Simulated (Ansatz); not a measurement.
Sn (beta-Sn type, space group I4_1/amd)

```
CELL_PARAMETERS angstrom
     -2.97355     2.97355     1.60610
      2.97355    -2.97355     1.60610
      2.97355     2.97355    -1.60610
ATOMIC_POSITIONS crystal
  Sn 0.75000 0.25000 0.50000
  Sn 0.00000 0.00000 0.00000
```

Grid over V/V₀ and (c/a)/(c/a)₀, subscript 0 meaning the relaxed cell; the conventional c axis lies along z; no internal relaxation.

Calculation: PBE (plane waves to 420 eV, PAW, scalar-relativistic; Ansatz, a first-principles code). k mesh 16×16×16 (Γ-centred), Fermi-Dirac smearing 0.05 eV. Stress and pressure are positive under compression. With partly filled bands, the response to shear is sensitive to the k mesh, so small differences along c/a are uncertain. Sn was relaxed with its symmetry unable to fall. The PAW data are Ansatz's earlier set.

At one point of the scan the stress tensor (GPa) is:

```
    0.8      0.0      0.0
    0.0      0.8      0.0
    0.0      0.0     -1.2
```

Question: Which point is it?
(A) V/V₀ = 0.960, (c/a)/(c/a)₀ = 1.020
(B) V/V₀ = 0.980, (c/a)/(c/a)₀ = 1.040
(C) V/V₀ = 0.980, (c/a)/(c/a)₀ = 1.020
(D) V/V₀ = 1.000, (c/a)/(c/a)₀ = 1.040

Answer: D, V/V₀ = 1.000, (c/a)/(c/a)₀ = 1.040

(A scan under strain: stresses follow from slopes of the energy per volume, elastic moduli from its curvatures.)
